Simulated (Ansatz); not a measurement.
## Al₂O₃: do the settings matter for the field gradients?

Cell: a refined structure from the COD.

Space group R-3c:H (No. 167); a = 4.7605, c = 12.9956 Å, γ = 120.00°.

```csv
site,Wyckoff,site symmetry,x,y,z
Al,12c,3.,0.0000,0.0000,0.3522
O,18e,.2,0.9733,0.3333,0.5833
```

One atom of each set is listed; the run and its k-mesh use a cell of 10 atoms with edges of 5.13, 5.13, 5.13 Å.

Reference run. All values are calculated (Ansatz; DFT, PBE, plane waves and PAW, scalar-relativistic, 420 eV cutoff, Γ-centred 8×8×8 k-points, Fermi–Dirac smearing 0.02 eV), not measured.

Q: The input is changed as follows: `basis.xc_grid`: not typed → 3; `scf.lower_state_search`: not typed → off; `hamiltonian.xc`: pbe → revpbe. What happens to V_zz (10²¹ V/m²) and η?

A: 

```csv
site,V_zz reference,η reference,V_zz changed,η changed
Al,0.57,0.00,0.57,0.00
O,-3.88,0.51,-3.91,0.51
```

No V_zz moves by more than 0.03. In per cent, |V_zz| changes by 0 on Al, +1 on O (all sites that start above 0.5). Its pressure is 11 GPa, against 7 GPa in the reference run. SCF iterations: 6 and 6.

On the reference run: At this cell the PBE pressure is 7 GPa, so with PBE the cell would grow if it were relaxed.
